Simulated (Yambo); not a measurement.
Ba₂RuH₆ (space group Fm-3m, No. 225), G0W0@LDA in Yambo (2×2×2 mesh, plasmon pole; 7 Ry block, no terminator). The number N of bands in W and G is varied.

```csv
N,x = 1/N,gap Γ → X (eV),shift of the valence edge (eV)
69,0.01449,2.618,0.419
101,0.00990,2.608,0.233
142,0.00704,2.630,0.066
186,0.00538,?,?
```

Q: Basis-set arguments suggest E = E∞ + A x. Fix A and E∞ from the two rows above the withheld one, predict the row at 186 bands, and test the form.

A: Gap: A = (2.630 − (2.608))/(0.00704 − 0.00990) = -7.69, E∞ = 2.684 eV, so 2.643 eV is predicted; the run gave 2.644 eV (miss 1 meV). The first two rows have slope 2.18, so the form doesn't hold yet over the whole range. Shift: A = (0.066 − (0.233))/(0.00704 − 0.00990) = 58.4, E∞ = -0.345 eV, so -0.031 eV is predicted; the run gave -0.043 eV (miss 12 meV). The first two rows have slope 40.5, so the form doesn't hold yet over the whole range. The other settings are held fixed.

Spin-orbit coupling is not included.

Geometry of the Materials Project entry, not relaxed at this level; primitive cell a = 5.704 Å, b = 5.704 Å, c = 5.704 Å, α = 60.00°, β = 60.00°, γ = 60.00°.

The structure is a Materials Project entry; no match was found in the copy of COD used, and its stability was not checked.

A shift is the quasiparticle energy of the state minus its LDA energy.
